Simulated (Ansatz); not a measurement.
Cr2C:
```cif
data_CCr2
_chemical_formula_sum 'Cr2 C1'
_space_group_name_H-M_alt 'P-3m1'
_space_group_IT_number 164
_space_group_name_Hall '-P 3 2"'
_cell_length_a 2.81271
_cell_length_b 2.81271
_cell_length_c 4.23014
_cell_angle_alpha 90.000
_cell_angle_beta 90.000
_cell_angle_gamma 120.000
loop_
_atom_site_label
_atom_site_type_symbol
_atom_site_symmetry_multiplicity
_atom_site_Wyckoff_symbol
_atom_site_fract_x
_atom_site_fract_y
_atom_site_fract_z
_atom_site_occupancy
Cr1 Cr 2 d 0.66667 0.33333 0.24736 1
C1 C 1 b 0.00000 0.00000 0.50000 1
```

Relaxed with r²SCAN.

Problem. Which orbitals make up the states near the Fermi level in plane-wave PAW r²SCAN (Ansatz code)?

Solution. Within 0.5 eV of the Fermi level: Cr 3d 96 %. Projections are on Löwdin-orthogonalised atomic valence shells; empty p or d shells of many metals are not among them.

Problem. Tabulate the density of states.

Solution. States/eV per cell of 3 atoms, in 0.25 eV bins, energy from the Fermi level.

```
E (eV)  total  Cr 3d  C 2p  Cr 4s
------  -----  -----  ----  -----
-7.85    0.10   0.02  0.04   0.03
-7.60    0.21   0.06  0.10   0.05
-7.35    1.17   0.40  0.62   0.10
-7.10    1.52   0.55  0.79   0.13
-6.85    2.09   0.78  1.07   0.17
-6.60    1.78   0.69  0.89   0.14
-6.35    0.92   0.37  0.43   0.08
-6.10    0.38   0.16  0.18   0.02
-5.85    1.48   0.61  0.74   0.08
-5.60    1.86   0.79  0.93   0.08
-5.35    2.29   1.01  1.16   0.06
-5.10    3.03   1.40  1.51   0.03
-4.85    2.57   1.30  1.20   0.02
-4.60    2.87   1.58  1.24   0.01
-4.35    1.65   0.93  0.70   0.00
-4.10    0.04   0.02  0.02   0.00
-3.85    0.10   0.09  0.00   0.00
-3.60    0.45   0.43  0.01   0.00
-3.35    0.87   0.82  0.01   0.02
-3.10    1.66   1.47  0.03   0.11
-2.85    3.31   2.73  0.08   0.33
-2.60    4.15   3.40  0.13   0.39
-2.35    3.59   3.05  0.18   0.22
-2.10    1.84   1.63  0.06   0.09
-1.85    2.05   1.84  0.07   0.11
-1.60    2.92   2.56  0.10   0.17
-1.35    2.70   2.25  0.09   0.20
-1.10    1.50   1.43  0.02   0.03
-0.85    1.60   1.55  0.03   0.01
-0.60    1.73   1.68  0.04   0.01
-0.35    1.80   1.74  0.04   0.01
-0.10    1.96   1.89  0.04   0.01
0.15     2.43   2.34  0.05   0.02
0.40     3.57   3.36  0.13   0.05
0.65     4.53   4.32  0.12   0.04
0.90     6.09   5.81  0.14   0.07
1.15     5.11   4.81  0.14   0.09
1.40     2.79   2.47  0.13   0.10
1.65     2.38   1.88  0.23   0.14
1.90     1.99   1.42  0.32   0.12
2.15     1.41   0.94  0.29   0.08
2.40     0.97   0.59  0.26   0.05
2.65     1.04   0.60  0.29   0.04
2.90     1.21   0.67  0.36   0.03
3.15     1.20   0.66  0.37   0.02
3.40     1.36   0.73  0.45   0.03
3.65     1.65   0.86  0.58   0.04
3.90     1.64   0.84  0.59   0.04
4.15     1.97   1.00  0.67   0.05
4.40     1.52   0.73  0.58   0.04
4.65     1.34   0.61  0.53   0.05
```

The first step of the workflow began from a Materials Project structure, measured or hypothetical; the Crystallography Open Database copy checked does not list it. Its standing as an ambient phase is unchecked. The r²SCAN relaxation kept the symmetry of its start; of distortions, only those at the zone centre were tested. No spin polarisation was allowed.

Potentials: the later of the program's two PAW sets.
